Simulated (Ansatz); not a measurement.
KCl (rock salt)

Space group Fm-3m (No. 225); a = b = c = 6.2923 Å, α = β = γ = 90.00°

```tsv
atom	site	symmetry	x	y	z
Cl	4a	m-3m	0.0000	0.0000	0.0000
K	4b	m-3m	0.5000	0.5000	0.5000
```
(The calculation used a cell of 2 atoms; values per cell refer to that cell.)

The volume is varied about the relaxed value V₀ at fixed cell shape. Symmetry pins the atoms to their sites.

These are r2SCAN (plane waves to 500 eV, PAW, scalar-relativistic; Ansatz, a first-principles code) values and carry that method's errors. k mesh 9×9×9 (Γ-centred), Fermi-Dirac smearing 0.05 eV. Energies are smeared free energies. Compression counts positive. KCl was relaxed with its symmetry unable to fall. The zero of ΔE is the relaxed starting cell.

**Question.** What ΔE (meV/atom) and P (GPa) does the calculation give at V/V₀ = 0.925, 0.950, 0.975, 1.025, 1.050, 1.075?

**Answer.** 
```tsv
V/V₀	ΔE (meV/atom)	P (GPa)
0.925	12.3	1.82
0.950	5.2	1.12
0.975	1.3	0.52
1.025	1.1	-0.44
1.050	4.2	-0.82
1.075	9.0	-1.15
```

(Under strain, the slope of the energy per volume gives the stress and its curvature an elastic modulus.)
